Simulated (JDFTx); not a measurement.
**Report: Be(0001) in implicit electrolytes**

Be(0001) slab cut from bulk Be (space group P6_3/mmc, indices of the conventional cell, lattice of the Materials Project entry mp-87, not re-optimised): 6 atoms in 6 planes, a 1x1 cell of 4.44 Å² (|a| = 2.265, |b| = 2.265 Å), 9.1 Å between the outermost planes, cell height 24.9 Å, 10×10×1 k mesh, Fermi smearing 0.01 Ha, no spin polarisation.

Computed with JDFTx (a modified build): PBE, GBRV ultrasoft potentials, plane waves to 20/100 Ha. Outer atoms relaxed in vacuum, keeping the start's symmetry. The same nuclei were then put into each liquid, at zero charge and at set potentials or charges. Ideal, unreconstructed faces without any overlayer. Potentials refer to SHE, placed 4.44 V below the bulk liquid's zero by convention. Convergence in thickness and k mesh wasn't tested for this slab.

In vacuum the work function is 5.24 eV, which would put the uncharged electrode at 0.80 V vs SHE if the liquid did nothing. Each liquid moves the Fermi level of the neutral slab, now counted from the bulk liquid: linear PCM (GLSSA13), water, 0.5 M KF by 0.24 eV, to a potential of zero charge of 0.56 V; CANDLE, water, 0.5 M KF by 0.25 eV, to a potential of zero charge of 0.55 V; CANDLE, acetonitrile, 1 M KCl by 0.22 eV, to a potential of zero charge of 0.58 V. The models of water differ by 0.01 V among themselves. Outside water the SHE scale is nominal.

Charging:

| liquid | U − U_pzc (V) | σ (μC/cm²) | σ/(U − U_pzc) (μF/cm²) | Δγ (mJ/m²) |
|---|---|---|---|---|
| linear PCM (GLSSA13), water | -0.91 | -10.7 | 12 | -50 |
| linear PCM (GLSSA13), water | -0.71 | -8.5 | 12 | -31 |
| linear PCM (GLSSA13), water | -0.16 | -2.0 | 13 | -2 |
| linear PCM (GLSSA13), water | 0.29 | 4.0 | 14 | -6 |
| linear PCM (GLSSA13), water | 0.57 | 8.0 | 14 | -22 |
| linear PCM (GLSSA13), water | 0.69 | 10.0 | 14 | -33 |
| CANDLE, water | 0.30 | 3.6 | 12 | -5 |
| CANDLE, water | 0.60 | 7.3 | 12 | -21 |
| CANDLE, acetonitrile | 0.62 | 6.4 | 10 | -19 |

The mean capacitance runs from 10 to 14 μF/cm². Δγ, the grand free energy per area against the neutral surface, is negative throughout, since charging at a held potential lowers it. The cavity function reaches one half at 2.5 Å (linear PCM (GLSSA13), water), 3.1 Å (CANDLE, water), 3.8 Å (CANDLE, acetonitrile) above the top atoms; the models define their cavities differently. CANDLE's negatively charged runs are left out, as they depend on the cell height. No specific adsorption of ions or solvent is in these numbers.
